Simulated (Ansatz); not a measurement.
B in space group Cmce (No. 64; B on 8f) under volume change, DFT-PBE in the program Ansatz with PAW potentials, shape and atoms relaxed at each volume.

```
V (Å³/atom)  E − E(relaxed) (meV/atom)  P (GPa)
-----------  -------------------------  -------
5.806                             48.9    29.26
5.998                             20.7    18.14
6.189                              4.9     8.45
6.381                              0.0     0.01
6.572                              4.5    -7.37
6.763                             17.2   -13.79
6.955                             37.1   -19.40
```

Task: What does a third-order Birch–Murnaghan fit give for V₀, B₀ and B′?

Result: V₀ = 6.38 Å³/atom, B₀ = 263 GPa, B′ = 3.5.

The start of the workflow was typed in or built on a structure type; neither database checked (COD, Materials Project) lists it. It is not the phase usual at ambient conditions (space group No. 166). Symmetry was held in the PBE relaxation; whether a distortion lowers the energy is not shown.

Potentials: the earlier of the program's two PAW sets.
